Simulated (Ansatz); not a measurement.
A plane-wave DFT run in Ansatz 0.2.0 (scalar-relativistic PAW potentials unless the input names others): input and command.

```yaml
crystal:
  lattice:
    - [4.4270176661, 0.0, 0.0]
    - [0.0, 4.4270176661, 0.0]
    - [0.0, 0.0, 4.4270176661]
  atoms:
    - { symbol: Al, position: [0.0, 0.0, 0.0] }
    - { symbol: Ga, position: [0.5, 0.5, 0.0] }
    - { symbol: Ga, position: [0.5, 0.0, 0.5] }
    - { symbol: Ga, position: [0.0, 0.5, 0.5] }
    - { symbol: "N", position: [0.7548139557, 0.7548139557, 0.2451860443] }
    - { symbol: "N", position: [0.7548139557, 0.2451860443, 0.7548139557] }
    - { symbol: "N", position: [0.2451860443, 0.7548139557, 0.7548139557] }
    - { symbol: "N", position: [0.2451860443, 0.2451860443, 0.2451860443] }
basis:
  ecutwfc: 420
kpoints:
  mp_grid: { grid: [6, 6, 6] }
hamiltonian:
  xc: lda
scf:
  occupations: { method: gaussian, width: 0.05 }
  mixing: { preconditioner: kerker_dos }
output:
  forces: true
  eigenvalues: true
  stress: true
```

```bash
ansatz run input.yaml --threads 2 --pin off --max-ram 5120MiB --backend cpu --events-out ev --progress --plain --runs-dir out
```

Abridged log:
```
Basis set: ecut = 420 eV, 1743 PW (Γ)
Bands: 39, of which v1, the nominal top of the filled ones, is band 31 counted from 1 (30 counted from 0)
Symmetry: 24 space group operations
k-points: 20 of 216 (time reversal used)
SCF iter   1: F=—  HF=-13136.092993 eV  |F-HF|=—  |Δ(HF+E_count)|=         —  Δρ=1.22e-2  dr2=1.26e-1  ethr=1.77e-3  ⟨swp⟩=6.9  Hψ=3140  notcnv=0
SCF iter   2: F=—  HF=-13136.061785 eV  |F-HF|=—  |Δ(HF+E_count)|=   3.12e-2  Δρ=6.03e-3  dr2=2.10e-2  ethr=2.03e-4  ⟨swp⟩=2.2  Hψ=1307  notcnv=0  defer=67
SCF iter   3: F=—  HF=-13136.055217 eV  |F-HF|=—  |Δ(HF+E_count)|=   6.57e-3  Δρ=1.64e-3  dr2=9.37e-4  ethr=3.39e-5  ⟨swp⟩=2.0  Hψ=1157  notcnv=0  defer=47
automatic band count: iteration 3 solves 38 bands in place of 39: the levels show a gap, and the empty bands left out lie too high to hold charge; the band table lists the bands solved (type scf.n_extra_bands for more)
SCF iter   4: F=—  HF=-13136.054839 eV  |F-HF|=—  |Δ(HF+E_count)|=   3.79e-4  Δρ=5.36e-4  dr2=8.06e-5  ethr=1.51e-6  ⟨swp⟩=2.9  Hψ=1435  notcnv=0  defer=47
SCF iter   5: F=—  HF=-13136.054788 eV  |F-HF|=—  |Δ(HF+E_count)|=   5.02e-5  Δρ=4.34e-5  dr2=8.76e-7  ethr=1.30e-7  ⟨swp⟩=2.0  Hψ=1325  notcnv=0  defer=47
SCF iter   6: F=—  HF=-13136.054788 eV  |F-HF|=—  |Δ(HF+E_count)|=   1.36e-7  Δρ=1.26e-5  dr2=1.64e-7  ethr=1.61e-10  ⟨swp⟩=9.0  Hψ=3381  notcnv=0
SCF iter   7: F=-13136.054788 eV  HF=-13136.054788 eV  |F-HF|=4.41e-9  |Δ(HF+E_count)|=   3.76e-8  Δρ=3.79e-6  dr2=7.76e-9  ethr=1.61e-10  ⟨swp⟩=4.0  Hψ=2316  notcnv=0
SCF 1 converged in 7 iterations: F = -13136.054788 eV  dr2 = 7.76e-9
SCF converged after 7 iterations
Free energy (F): -13136.054788 eV
Harris-Foulkes:  -13136.054788 eV  (|F-HF|=4.41e-9)
Internal energy: -13136.054788 eV  (E = F + TS)
E sigma→0 (E₀):  -13136.054788 eV
Fermi energy:    10.355471 eV
--- Forces (eV/Å), atoms counted from 1 ---
  atom   1  Al     0.00000000     0.00000000     0.00000000
  atom   2  Ga     0.00000000     0.00000000     0.00000000
  atom   3  Ga     0.00000000     0.00000000     0.00000000
  atom   4  Ga     0.00000000     0.00000000     0.00000000
  atom   5  N      0.00140766     0.00140766    -0.00140766
  atom   6  N      0.00140766    -0.00140766     0.00140766
  atom   7  N     -0.00140766     0.00140766     0.00140766
  atom   8  N     -0.00140766    -0.00140766    -0.00140766
--- Stress (GPa, compression-positive) ---
       -0.011935       0.000000       0.000000
        0.000000      -0.011935       0.000000
        0.000000       0.000000      -0.011935
  P = ⅓ Tr σ = -0.0119 GPa (-0.119 kbar)
```

Apart from outputs and empty bands, the input differs from a reference run on usual settings in scf.mixing.preconditioner: not typed → "kerker_dos". The reference, at the same geometry, gave pressure -0.01 GPa, largest force 0.002 eV/Å, gap on the mesh 2.56 eV. This run converged in 7 SCF iterations (reference: 7) with an energy at zero smearing within 0.01 meV/atom of the reference's, pressure -0.01 GPa, largest force 0.002 eV/Å, gap on the mesh 2.56 eV.

It took 3.1 s on 2 threads of Arm Neoverse V2, with other jobs on the host, peak memory 0.32 GiB.